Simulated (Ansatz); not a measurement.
In (body-centred tetragonal, space group No. 139) under volume change, the program Ansatz at the r²SCAN level (PAW), shape and atoms relaxed at each volume.

```tsv
V (Å³/atom)	E − E(relaxed) (meV/atom)	P (GPa)
23.845	___	___
24.631	___	___
25.417	3.3	1.40
26.203	0.0	-0.01
26.990	2.9	-1.16
27.776	10.9	-2.06
28.562	23.0	-2.83
```

Task: Complete the blanks.

Result: 
- 24.631, E − E(relaxed) (meV/atom): 14.2
- 24.631, P (GPa): 3.10
- 23.845, E − E(relaxed) (meV/atom): 34.3
- 23.845, P (GPa): 5.15

Task: What does a third-order Birch–Murnaghan fit give for V₀, B₀ and B′?

Result: V₀ = 26.20 Å³/atom, B₀ = 41.9 GPa, B′ = 5.6.

Space group I4/mmm (body-centred tetragonal). The cell was relaxed with r²SCAN under the symmetry of its start.

Potentials: the later of the program's two PAW sets.
